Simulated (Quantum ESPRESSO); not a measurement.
Al7GeAs7Si, input and log of a self-consistent run

Computed values, not a measurement. The program is pw.x of Quantum ESPRESSO 7.5 (plane-wave density functional theory). The cell is made up: 16 atoms on a doubled zincblende/diamond lattice, with randomly drawn elements, strain and displacements, not relaxed. PseudoDojo standard norm-conserving files (v0.5 for PBE, v0.4.1 for LDA and PBEsol) set the functional; there is no spin polarisation, spin-orbit coupling or dispersion term, and the masses in the input are unused placeholders.

Input:

```
&control calculation='scf', pseudo_dir='./dojo.nc.sr.pbe.v0_5.standard.upf', outdir='./o', disk_io='low', tprnfor=.true., tstress=.true. /
&system ibrav=0, nat=16, ntyp=4, nbnd=78, ecutwfc=105.61755193, nosym=.true., tot_charge=0,
 occupations='smearing', smearing='fd', degauss=0.0018374661
/
&electrons conv_thr=7.350e-09, electron_maxstep=60, /
ATOMIC_SPECIES
Al 1.0 Al.upf
As 1.0 As.upf
Ge 1.0 Ge.upf
Si 1.0 Si.upf
CELL_PARAMETERS angstrom
5.6956 0.0 0.0
0.0 5.6956 0.0
0.0 0.0 11.3912
ATOMIC_POSITIONS angstrom
Al 0.0365 0.0022 -0.0088
Al -0.0001 2.8121 2.8637
Al 2.8475 0.0041 2.8194
Al 2.8761 2.7835 0.0071
Ge 0.0388 -0.009 5.6687
Al -0.025 2.8471 8.5654
Al 2.844 -0.0322 8.581
Al 2.8475 2.8443 5.6892
As 1.3975 1.4449 1.3706
As 1.3904 4.2584 4.2532
As 4.2409 1.4046 4.2398
As 4.2562 4.2645 1.3847
As 1.4118 1.3882 7.1284
As 1.4821 4.2746 9.9984
As 4.2774 1.4148 9.9702
Si 4.2998 4.2747 7.1234
K_POINTS automatic
6 6 4 1 1 1
```

The log is shortened where brackets say so; the opening notice, blank lines, dates and the lines on written files are dropped, and the path of the files is cut. It prints rydbergs, bohrs and kilobars, and counts compression as positive stress. With no partly filled state, the Fermi energy that it prints is only some level between the filled and the empty states on the mesh, and need not lie in the true gap.

```
     Program PWSCF v.7.5
     Parallel version (MPI & OpenMP), running on       4 processor cores
     Number of MPI processes:                 4
     Threads/MPI process:                     1
     [start-up lines left out]
     bravais-lattice index     =            0
     lattice parameter (alat)  =      10.7631  a.u.
     unit-cell volume          =    2493.7048 (a.u.)^3
     number of atoms/cell      =           16
     number of atomic types    =            4
     number of electrons       =       144.00
     number of Kohn-Sham states=           78
     kinetic-energy cutoff     =     105.6176  Ry
     charge density cutoff     =     422.4702  Ry
     scf convergence threshold =      7.3E-09
     mixing beta               =       0.7000
     number of iterations used =            8  plain     mixing
     Exchange-correlation= PBE
                           (   1   4   3   4   0   0   0)
     [axes and pseudopotential details left out]
   Cartesian axes
     site n.     atom                  positions (alat units)
         1        Al     tau(   1) = (   0.0064085   0.0003863  -0.0015451  )
         2        Al     tau(   2) = (  -0.0000176   0.4937320   0.5027916  )
         3        Al     tau(   3) = (   0.4999473   0.0007199   0.4950137  )
         4        Al     tau(   4) = (   0.5049687   0.4887106   0.0012466  )
         5        Ge     tau(   5) = (   0.0068123  -0.0015802   0.9952771  )
         6        Al     tau(   6) = (  -0.0043894   0.4998771   1.5038626  )
         7        Al     tau(   7) = (   0.4993328  -0.0056535   1.5066016  )
         8        Al     tau(   8) = (   0.4999473   0.4993855   0.9988763  )
         9        As     tau(   9) = (   0.2453648   0.2536871   0.2406419  )
        10        As     tau(  10) = (   0.2441183   0.7476649   0.7467519  )
        11        As     tau(  11) = (   0.7445923   0.2466114   0.7443992  )
        12        As     tau(  12) = (   0.7472786   0.7487359   0.2431175  )
        13        As     tau(  13) = (   0.2478756   0.2437320   1.2515626  )
        14        As     tau(  14) = (   0.2602184   0.7505092   1.7554604  )
        15        As     tau(  15) = (   0.7510008   0.2484023   1.7505092  )
        16        Si     tau(  16) = (   0.7549336   0.7505267   1.2506847  )
     number of k points=    72  Fermi-Dirac smearing, width (Ry)=  0.0018
                       cart. coord. in units 2pi/alat
        k(    1) = (   0.0833333   0.0833333   0.0625000), wk =   0.0277778
        k(    2) = (   0.0833333   0.0833333   0.1875000), wk =   0.0277778
     [further k points left out]
     Dense  grid:   365585 G-vectors     FFT dimensions: (  72,  72, 144)
     Estimated max dynamical RAM per process >       1.66 GB
     Estimated total dynamical RAM >       6.37 GB
     Initial potential from superposition of free atoms
     starting charge     143.9798, renormalised to     144.0000
     Starting wfcs are  104 randomized atomic wfcs
     total cpu time spent up to now is       37.8 secs
     per-process dynamical memory:  1417.2 Mb
     Self-consistent Calculation
     iteration #  1     ecut=   105.62 Ry     beta= 0.70
     Davidson diagonalization with overlap
     ethr =  1.00E-02,  avg # of iterations =  4.0
     Threshold (ethr) on eigenvalues was too large:
     Diagonalizing with lowered threshold
     Davidson diagonalization with overlap
     ethr =  3.57E-04,  avg # of iterations =  2.5
     total cpu time spent up to now is      211.3 secs
     total energy              =   -1704.76584825 Ry
     estimated scf accuracy    <       0.54349056 Ry
     iteration #  2     ecut=   105.62 Ry     beta= 0.70
     Davidson diagonalization with overlap
     ethr =  3.77E-04,  avg # of iterations =  8.2
     total cpu time spent up to now is      308.9 secs
     total energy              =   -1704.66034844 Ry
     estimated scf accuracy    <       0.64724540 Ry
     iteration #  3     ecut=   105.62 Ry     beta= 0.70
     Davidson diagonalization with overlap
     ethr =  3.77E-04,  avg # of iterations =  9.1
     total cpu time spent up to now is      409.6 secs
     total energy              =   -1704.80070201 Ry
     estimated scf accuracy    <       0.62960728 Ry
     iteration #  4     ecut=   105.62 Ry     beta= 0.70
     Davidson diagonalization with overlap
     ethr =  3.77E-04,  avg # of iterations =  4.5
     total cpu time spent up to now is      488.2 secs
     total energy              =   -1704.87994497 Ry
     estimated scf accuracy    <       0.01758009 Ry
     iteration #  5     ecut=   105.62 Ry     beta= 0.70
     Davidson diagonalization with overlap
     c_bands:  1 eigenvalues not converged
     c_bands:  1 eigenvalues not converged
     c_bands:  1 eigenvalues not converged
     c_bands:  1 eigenvalues not converged
     c_bands:  1 eigenvalues not converged
     c_bands:  1 eigenvalues not converged
     c_bands:  1 eigenvalues not converged
     ethr =  1.22E-05,  avg # of iterations = 16.5
     total cpu time spent up to now is      612.0 secs
     total energy              =   -1704.88637993 Ry
     estimated scf accuracy    <       0.00476103 Ry
     [iterations 6 to 8 left out]
     iteration #  9     ecut=   105.62 Ry     beta= 0.70
     Davidson diagonalization with overlap
     ethr =  1.79E-08,  avg # of iterations =  4.1
     total cpu time spent up to now is      960.2 secs
     total energy              =   -1704.88709109 Ry
     estimated scf accuracy    <       0.00002905 Ry
     iteration # 10     ecut=   105.62 Ry     beta= 0.70
     Davidson diagonalization with overlap
     ethr =  1.79E-08,  avg # of iterations =  2.0
     total cpu time spent up to now is     1032.4 secs
     total energy              =   -1704.88709303 Ry
     estimated scf accuracy    <       0.00000224 Ry
     iteration # 11     ecut=   105.62 Ry     beta= 0.70
     Davidson diagonalization with overlap
     ethr =  1.56E-09,  avg # of iterations =  5.0
     total cpu time spent up to now is     1118.9 secs
     total energy              =   -1704.88709368 Ry
     estimated scf accuracy    <       0.00000026 Ry
     iteration # 12     ecut=   105.62 Ry     beta= 0.70
     Davidson diagonalization with overlap
     ethr =  1.80E-10,  avg # of iterations =  2.0
     total cpu time spent up to now is     1192.7 secs
     total energy              =   -1704.88709368 Ry
     estimated scf accuracy    <       0.00000008 Ry
     iteration # 13     ecut=   105.62 Ry     beta= 0.70
     Davidson diagonalization with overlap
     ethr =  5.21E-11,  avg # of iterations =  4.1
     total cpu time spent up to now is     1272.1 secs
     End of self-consistent calculation
          k = 0.0833 0.0833 0.0625 ( 45717 PWs)   bands (ev):
   -28.6547 -28.6369 -28.6284 -28.6221 -28.6161 -28.6099 -28.5592 -28.5584
   -28.5562 -28.5543 -28.4149 -28.3870 -28.3759 -28.3293 -28.3248 -28.3187
   -28.3157 -28.3084 -28.3011 -28.3008 -28.1291 -28.1244 -28.1209 -28.1136
   -28.1123 -28.1042 -28.1014 -28.0961 -28.0919 -28.0861 -28.0638 -28.0560
   -28.0502 -28.0431 -28.0409 -18.1402 -18.1366 -18.0785 -18.0760 -18.0688
    -5.7017  -5.0194  -4.5041  -3.9972  -3.7689  -3.6133  -3.5310  -1.4933
    -0.2571   0.9901   1.0651   1.1913   1.5274   2.5208   2.9977   3.0371
     3.3320   3.5288   3.6571   3.8555   4.0377   4.0668   4.0914   4.3307
     4.3860   4.6757   4.7794   5.2632   5.4754   5.9035   6.3458   6.6879
     7.5670   7.9285   7.9824   8.1450   8.7468   8.8825
     [levels at the other k points left out]
     the Fermi energy is     7.0737 ev
!    total energy              =   -1704.88709369 Ry
     estimated scf accuracy    <          1.7E-09 Ry
     smearing contrib. (-TS)   =      -0.00000000 Ry
     internal energy E=F+TS    =   -1704.88709369 Ry
     The total energy is F=E-TS. E is the sum of the following terms:
     one-electron contribution =   -1116.46573279 Ry
     hartree contribution      =     618.79323990 Ry
     xc contribution           =    -394.49073199 Ry
     ewald contribution        =    -812.72386881 Ry
     convergence has been achieved in  13 iterations
     Forces acting on atoms (cartesian axes, Ry/au):
     atom    1 type  1   force =    -0.01581847   -0.01346741   -0.00844670
     atom    2 type  1   force =    -0.01607349    0.01400324   -0.02074521
     atom    3 type  1   force =    -0.00852505   -0.01221226   -0.01392803
     atom    4 type  1   force =     0.00163069    0.02128441   -0.00904083
     atom    5 type  3   force =    -0.04087331   -0.01758868    0.03456252
     atom    6 type  1   force =     0.00405221    0.01751660   -0.01338028
     atom    7 type  1   force =     0.02261896   -0.00530482   -0.02798360
     atom    8 type  1   force =     0.01103598    0.01329978    0.02776824
     atom    9 type  2   force =     0.01013939   -0.00527240    0.02956223
     atom   10 type  2   force =     0.02182851    0.00005112   -0.01491623
     atom   11 type  2   force =     0.00958798    0.00104762    0.00168155
     atom   12 type  2   force =     0.01040417   -0.00420023    0.01692040
     atom   13 type  2   force =     0.01105842    0.01553920   -0.00090304
     atom   14 type  2   force =    -0.01395670   -0.02170931    0.00401725
     atom   15 type  2   force =     0.00018950   -0.00558070    0.00352812
     atom   16 type  4   force =    -0.00729878    0.00259384   -0.00869638
     Total force =     0.108849     Total SCF correction =     0.000291
     Computing stress (Cartesian axis) and pressure
          total   stress  (Ry/bohr**3)                   (kbar)     P=       14.15
   0.00009954   0.00001694  -0.00000965           14.64        2.49       -1.42
   0.00001694   0.00010053   0.00003344            2.49       14.79        4.92
  -0.00000965   0.00003344   0.00008858           -1.42        4.92       13.03
     init_run     :     35.32s CPU     36.45s WALL (       1 calls)
     electrons    :   1215.90s CPU   1234.37s WALL (       1 calls)
     forces       :     17.03s CPU     17.14s WALL (       1 calls)
     stress       :     56.12s CPU     57.33s WALL (       1 calls)
     [timing details left out]
     PWSCF        :  22m 6.00s CPU  22m29.06s WALL
     JOB DONE.
```

In other units: free energy -23196.171 eV for the cell, pressure 1.42 GPa, largest force component 1.051 eV/Å. This run is the check on a run of the same cell at a cutoff of 1143 eV and k mesh 4 x 4 x 2: rerunning at a cutoff of 1437 eV and k mesh 6 x 6 x 4 moved values by no more than 0.020 eV in energy, 0.02 GPa in stress and 0.003 eV/Å in force.